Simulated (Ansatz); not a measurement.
Input:

Y2CN2O2:
```
Y2CN2O2
1.0
    3.70768     0.00000     0.00000
   -1.85384     3.21094     0.00000
    0.00000     0.00000     8.18025
Y C N O
2 1 2 2
Direct
  0.33333   0.66667   0.67743
  0.66667   0.33333   0.32257
  0.00000   0.00000   0.00000
  0.00000   0.00000   0.14997
  0.00000   0.00000   0.85003
  0.33333   0.66667   0.39671
  0.66667   0.33333   0.60329
```

This is the r²SCAN-relaxed structure. Tensor components refer to the Cartesian frame of this cell.

**Question.** All from DFT-r²SCAN in the program Ansatz with PAW potentials, unless another level is named. Estimate the hole effective mass.

**Answer.** 1.8, 2.7, 4.9 mₑ (principal values).

**Question.** Next, the conduction-band minimum?

**Answer.** at Γ.

**Question.** Give the weight of the conduction-edge state by species (Voronoi cells).

**Answer.** N 39 %, C 39 %, Y 18 %, O 4 %.

**Question.** Next, the valence-band maximum?

**Answer.** off the standard path, at k = (-0.057, 0.000, 0.099).

**Question.** Next, the weight of the valence-edge state by species (Voronoi cells)?

**Answer.** N 77 %, O 15 %, C 5 %, Y 3 %.

Space group P-3m1. The workflow started from a Materials Project entry (that database holds measured and hypothetical structures alike); the Crystallography Open Database copy checked does not list it. Whether it is the stable phase at ambient conditions was not checked. The cell was relaxed with r²SCAN under the symmetry of its start; its stability against distortions is not shown here. The run is not spin-polarised. Spin–orbit coupling is left out wherever it is not named.

Potentials: the later of the program's two PAW sets.

Edges and masses are those of Kohn–Sham bands, whose gap is no quasiparticle gap.
